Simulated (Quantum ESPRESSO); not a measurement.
# Mg8SeS7: a curve over one atom's position

A calculation, not a measurement. The program is pw.x of Quantum ESPRESSO 7.5 (plane-wave density functional theory). The cell is made up: 16 atoms on a doubled zincblende/diamond lattice, with randomly drawn elements, strain and displacements, not relaxed. PseudoDojo standard norm-conserving files (v0.5 for PBE, v0.4.1 for LDA and PBEsol) set the functional; there is no spin polarisation, spin-orbit coupling or dispersion term, and the masses in the input are unused placeholders.

Seven runs move atom 6 (Mg, counted in the order of the input) along z and keep all else fixed.

Input of the run at +0.0124:

```
&control calculation='scf', pseudo_dir='./dojo.nc.sr.pbe.v0_5.standard.upf', outdir='./o', disk_io='low', tprnfor=.true., tstress=.true. /
&system ibrav=0, nat=16, ntyp=3, nbnd=75, ecutwfc=85.99341389, nosym=.true., tot_charge=0,
 occupations='smearing', smearing='fd', degauss=0.0018374661
/
&electrons conv_thr=7.350e-09, electron_maxstep=60, /
ATOMIC_SPECIES
Mg 1.0 Mg.upf
S 1.0 S.upf
Se 1.0 Se.upf
CELL_PARAMETERS angstrom
5.6414 -0.0682 -0.029
-0.0682 5.6879 0.0813
-0.0581 0.1625 11.3665
ATOMIC_POSITIONS angstrom
Mg -0.1005 0.0952 0.0027
Mg 0.0391 2.9129 2.8511
Mg 2.8541 -0.0483 2.7744
Mg 2.7205 2.7599 0.1383
Mg 0.0327 0.0424 5.7189
Mg -0.1385 2.9128 8.5223
Mg 2.835 0.162 8.4647
Mg 2.8377 2.8634 5.6554
Se 1.3384 1.5529 1.4774
S 1.2792 4.3034 4.2971
S 4.2061 1.41 4.4184
S 4.1534 4.3618 1.4186
S 1.3836 1.5852 7.0337
S 1.3581 4.339 10.0156
S 4.1719 1.5271 9.9223
S 4.1318 4.3669 7.0376
K_POINTS automatic
4 4 2 1 1 1
```

| shift of atom 6 along z (Å) | free energy less that of the input shown (eV) | Fx on atom 6 (eV/Å) | Fy on atom 6 (eV/Å) | Fz on atom 6 (eV/Å) | pressure (GPa) | next band up at Gamma (eV) | iterations |
| --- | --- | --- | --- | --- | --- | --- | --- |
| -0.1486 | 0.0397 | 0.405 | 0.452 | 0.798 | 2.94 | 3.045 | 12 |
| -0.1335 | 0.0285 | 0.422 | 0.470 | 0.696 | 2.94 | 3.060 | 11 |
| -0.1067 | 0.0123 | 0.457 | 0.505 | 0.510 | 2.93 | 3.084 | 11 |
| +0.0124 | 0.0000 | 0.630 | 0.684 | -0.308 | 2.94 | 3.128 | 11 |
| +0.0334 | 0.0080 | 0.663 | 0.719 | -0.452 | 2.95 | 3.128 | 11 |
| +0.0847 | 0.0407 | 0.752 | 0.813 | -0.821 | 2.99 | 3.121 | 11 |
| +0.1021 | 0.0560 | 0.784 | 0.847 | -0.940 | 3.01 | 3.117 | 11 |

A cubic fit gives dFz/dz = -6.93 eV/Å² at zero shift. Across the table the free energy follows the integral of the force to within 0.2 meV. A rerun of one of the cells at a cutoff of 1467 eV and k mesh 6 x 6 x 4 moved values by no more than 0.005 eV in energy, 0.02 GPa in stress and 0.005 eV/Å in force. The band column is the level of band 70 at Gamma less that of band 69, whose number is half the electron count, rounded up; it comes from a band step after each run.